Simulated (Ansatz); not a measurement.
CsPbCl3 (cubic perovskite, Pm-3m) under volume change, r²SCAN (plane waves, PAW; program Ansatz), scaled uniformly.

```
V (Å³/atom)  E − E(relaxed) (meV/atom)  P (GPa)
-----------  -------------------------  -------
33.200                            27.3     2.91
34.294                            11.4     1.77
35.389                             2.7     0.81
36.483                             0.0     0.00
37.578                             2.4    -0.68
38.672                             9.1    -1.26
39.767                            19.4    -1.74
```

Question: What does a third-order Birch–Murnaghan fit give for V₀, B₀ and B′?

Answer: V₀ = 36.49 Å³/atom, B₀ = 24.8 GPa, B′ = 4.7.

This is a known high-temperature phase of the composition, computed here at zero pressure and temperature. Symmetry was held in the r²SCAN relaxation; whether a distortion lowers the energy is not shown. Scalar-relativistic: spin–orbit coupling is off unless named, which matters more the heavier the elements.

Potentials: the later of the program's two PAW sets.
